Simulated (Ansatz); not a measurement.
Single point in Ansatz 0.2.0 with r2SCAN, no spin polarisation. Cutoff 500 eV, PAW datasets, 7×7×7 Γ-centred k mesh, fermi-dirac filling (width 0.1 eV).

Computed maps in the lattice plane spanned by b (left to right, 5.84 Å, 18 points from zero) and c (bottom to top, 5.84 Å, 18 points from zero), 60° apart, at height 0.736 along a. The fields are smooth PAW ones with compensation charges, not the true ones near nuclei.

Valence density. Digits on a logarithmic scale: 0 up to 0.03 e/Å³, each further digit a factor of 1.6, 9 from 1.3 e/Å³ up:
```
345554211356764211
356876421368998521
257999742369999852
247999964258999984
336999985337999996
324799996324799997
422579986422478986
322356776432235665
234445565544332333
245665555566654211
257998655678986421
257999965579999742
347999985569999964
335899996457999975
434689996435799985
434457775422467765
333334554322234554
334433222234332233
```

ELF. Ten even steps from '0' (0.01) to '9' (0.88):
```
024541000047872000
158887400179999600
068999840079999960
048956982059967992
017962896008986997
104897897203999998
100479987200389997
000024553100005774
002210111012200010
037763110137762000
168998411158998400
059978841159889840
038953883049726971
005985796127965984
101699997204899985
100158987200478884
000003563000014652
001100010001100010
```

The cell is K$_{2}$MnMoO$_{6}$. Which atoms lie within 0.2 Å of this plane, and where (fractions of b and c)?

O at (0.26, 0.26), O at (0.26, 0.74), O at (0.74, 0.26), K at (0.75, 0.75). The whole cell:
```
CELL_PARAMETERS angstrom
0.00000 4.12612 4.12612
4.12612 0.00000 4.12612
4.12612 4.12612 0.00000
ATOMIC_POSITIONS crystal
O 0.73600 0.26400 0.26400
O 0.26400 0.73600 0.26400
O 0.26400 0.73600 0.73600
O 0.73600 0.26400 0.73600
O 0.26400 0.26400 0.73600
O 0.73600 0.73600 0.26400
K 0.25000 0.25000 0.25000
K 0.75000 0.75000 0.75000
Mo 0.50000 0.50000 0.50000
Mn 0.00000 0.00000 0.00000
```

Origin: a known structure type with other elements, at an estimated volume, so it need not be a known compound. Caveats: no spin polarisation, so a magnetic state may lie lower; atoms or cell far from equilibrium.
